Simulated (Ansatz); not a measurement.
Mg (9R (Sm type), R-3m) at seven volumes, r²SCAN (plane waves, PAW; program Ansatz), shape and atoms relaxed at each. One row is withheld.

| V (Å³/atom) | P (GPa) |
|---|---|
| 20.581 | 4.45 |
| 21.260 | 2.75 |
| 21.939 | 1.27 |
| 22.617 | 0.00 |
| 23.296 | -1.10 |
| 23.974 | ? |
| 24.653 | -2.87 |

### Question
Fit the shown pressures and predict the withheld one.

### Answer
P = (3/2)B₀(x^(7/2) − x^(5/2))[1 + (3/4)(B′ − 4)(x − 1)] with x = (V₀/V)^(2/3). Least squares on the six rows gives V₀ = 22.618 Å³/atom, B₀ = 39.3 GPa, B′ = 3.85. At V = 23.974, x = 0.9619 and P = -2.05 GPa. The run itself gave -2.05 GPa.

The workflow started from a Materials Project entry (that database holds measured and hypothetical structures alike); the Crystallography Open Database copy checked does not list it. It is not the phase usual at ambient conditions (space group No. 194). Symmetry was held in the r²SCAN relaxation; its stability against distortions is not shown here.

Potentials: the later of the program's two PAW sets.
